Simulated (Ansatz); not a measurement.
# Ionic part of the dielectric constant of MgS at 1 GPa, mode by mode

All numbers below come from DFT PBEsol, scalar-relativistic, plane waves, PAW (Ansatz). Cutoff 420 eV, 8×8×8 k-points (Γ-centred), fixed occupations. No spin polarisation. Phonons by linear response, acoustic sum rule imposed.

Symmetry: F-43m, No. 216, cubic system. Conventional cell: a = 5.620 Å, b = 5.620 Å, c = 5.620 Å, α = 90.00°, β = 90.00°, γ = 90.00°. Mg (site symmetry -43m) has 4 S at 2.43 Å as nearest neighbours. S (site symmetry -43m) has 4 Mg at 2.43 Å as nearest neighbours.

The primitive cell has V = 44.38 Å³ and ε∞,xx = 4.149. Each polar mode adds Δε = (4.92064×10⁷/V)·S/ν² along x, with S its oscillator strength in e²/amu, ν in cm⁻¹ and V in Å³.

Question: From these modes, find each Δε and ε0,xx.
| ν (cm⁻¹) | S_xx (e²/amu) |
| --- | --- |
| 341.2 | 0.2553 |

Answer:
```tsv
ν (cm⁻¹)	Δε
341.2	2.43
```

The sum is 2.432, so ε0,xx = 6.58; the run's tensor has 6.58.

Question: Where do the longitudinal modes lie for a wave vector along x?

Answer: At 430 cm⁻¹. The Lyddane–Sachs–Teller product Π(ν_LO/ν_TO)² = 1.59 matches ε0/ε∞ = 1.59.

This zinc-blende form isn't the usual stable structure of the compound.